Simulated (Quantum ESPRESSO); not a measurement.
Space group P2₁/m (No. 11); a = 4.4413 Å, b = 3.9350 Å, c = 6.4141 Å, α = 90.00°, β = 107.49°, γ = 90.00°

| atom | site | symmetry | x | y | z |
|---|---|---|---|---|---|
| H | 2e | m | 0.0185 | 0.2500 | 0.9272 |
| O | 2e | m | 0.2401 | 0.2500 | 0.4620 |
| O | 2e | m | 0.2407 | 0.2500 | 0.9393 |
| La | 2e | m | 0.6691 | 0.2500 | 0.3068 |

The geometry is that of Materials Project entry mp-626724, symmetrised and not relaxed again.

Question: What does PBEsol (Quantum ESPRESSO, PseudoDojo norm-conserving, 110 Ry, without SOC) give for the electronic structure near the Fermi level?

Answer: The PBEsol gap is indirect, 3.81 eV, from Y to Γ; the smallest direct gap is 4.02 eV. The 4f states are in the valence at their DFT position.

The structure is a Materials Project entry; no match was found in the copy of COD used, and its stability was not checked.
